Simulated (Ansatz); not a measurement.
**Stationary points along a deformation path in W**

The calculation used DFT r2SCAN, scalar-relativistic, plane waves, PAW in Ansatz. Settings: plane waves to 500 eV, k-mesh 28×28×28 (Γ-centred), Gaussian smearing 0.15 eV. Spin–orbit coupling is left out, which can shift energies with elements as heavy as these. No spin polarisation. Energies are free energies at this smearing, counted from the undisturbed cell; pressure is positive in compression.

Reference structure (relaxed at this level; this fcc form isn't the usual structure):

```
CELL_PARAMETERS angstrom
0.00000 2.00858 2.00858
2.00858 0.00000 2.00858
2.00858 2.00858 0.00000
ATOMIC_POSITIONS crystal
W 0.00000 0.00000 0.00000
```

At fixed volume and fractional coordinates, lengths along (0.000, 0.000, 1.000) are scaled against those across it; ρ is that ratio over its starting value. V = 16.207 Å³/atom. Δσ is the stress along the axis less the mean stress across it (compression positive).

```
    ρ  ΔE (meV/atom)  Δσ (GPa) space group
0.707         -548.9      0.05        Im-3m
0.780         -450.6    -27.34       I4/mmm
0.850         -264.1    -34.68       I4/mmm
1.000            0.0      0.00        Fm-3m
1.200         -139.9      2.26       I4/mmm
1.414          137.7    -58.60       I4/mmm
```

**Question.** How does the stress give the slope of the energy, and where is the energy stationary?

**Answer.** Along the path d ln(length) is 2/3 d ln ρ on the axis and −1/3 d ln ρ across it, so dE/d ln ρ = −(2/3) V Δσ: the energy falls with ρ where Δσ is positive. Δσ vanishes or changes sign at ρ = 0.707 (Im-3m, an end of the scan), at -548.9 meV/atom; at ρ = 1.000 (Fm-3m), a maximum at 0.0 meV/atom; between ρ = 1.200 and 1.414, a minimum (near 1.21 by linear interpolation). Pairs of stationary points between two samples would go unseen, and could change a minimum read from distant neighbours into a maximum. At ρ = 0.707, 1.000 the cell is cubic, where symmetry alone makes the stress isotropic and the slope zero.

**Question.** Is the start the lowest point of the path?

**Answer.** No: ρ = 0.707 lies 548.9 meV/atom lower, with no sampled rise above the start on the way. Volume and inner coordinates are held, so a relaxed structure there would lie lower still.

In a metal these slopes depend on the k mesh and the smearing.

Cost: 6 runs of about 1.6 core-minutes in all, on Intel Xeon 6975P-C (Granite Rapids) (shared hosts).